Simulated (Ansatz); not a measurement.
Consider the following.

W:
```
CELL_PARAMETERS angstrom
      5.05387     0.00000     0.00000
      0.00000     5.05387     0.00000
      0.00000     0.00000     5.05387
ATOMIC_POSITIONS crystal
  W  0.00000 0.00000 0.00000
  W  0.50000 0.50000 0.50000
  W  0.00000 0.50000 0.25000
  W  0.00000 0.50000 0.75000
  W  0.25000 0.00000 0.50000
  W  0.75000 0.00000 0.50000
  W  0.50000 0.75000 0.00000
  W  0.50000 0.25000 0.00000
```

This is the r²SCAN-relaxed structure.

Q: All from the program Ansatz at the r²SCAN level (PAW), unless another level is named. Give the Poisson's ratio.

A: 0.30.

Q: Next, the highest zone-centre frequency?

A: 250 cm⁻¹.

Space group Pm-3n (A15 (β-W type)). The workflow started from an entry of the Crystallography Open Database (COD), which files this formula under 6 space groups. It is not the phase usual at ambient conditions (space group No. 229). The cell was relaxed with r²SCAN under the symmetry of its start; of distortions, only those at the zone centre were tested. No spin polarisation was allowed. As this level gives no gap, phonon frequencies hold no LO–TO term and depend on the k-mesh and smearing (Fermi–Dirac, 0.1 eV here). Scalar-relativistic: spin–orbit coupling is off unless named, which matters more the heavier the elements.

Potentials: the earlier of the program's two PAW sets.
